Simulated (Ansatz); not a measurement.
LiC₆ in space group Cmmm (No. 65; C on 4i, C on 4i, C on 4i, Li on 2c), PBEsol in the plane-wave PAW code Ansatz, all energies at zero smearing, with the estimated change up to a 700 eV cutoff added, with one set of potentials and settings (totals compare only within such a set). Cell of 7 atoms (6 C, 1 Li): -1683.108 eV.

```
element                reference phase  E (eV/atom)
-------  -----------------------------  -----------
C        P6_3/mmc, 4 atoms in the cell    -246.6950
Li          Fm-3m, 1 atoms in the cell    -203.0014
```

Formation energy per atom, worked out: (-1683.108 − 6×(-246.6950) − 1×(-203.0014))/7 = 0.009 eV/atom (1 kJ per mol of atoms), at 0 K, without zero-point energy or fitted corrections.

The start of the workflow was typed in or built on a structure type; neither database checked (COD, Materials Project) lists it. Its standing as an ambient phase is unchecked. The PBEsol relaxation kept the symmetry of its start; of distortions, only those at the zone centre were tested. The references are the lowest solids computed at this level, not always the standard phases.

Potentials: the later of the program's two PAW sets.
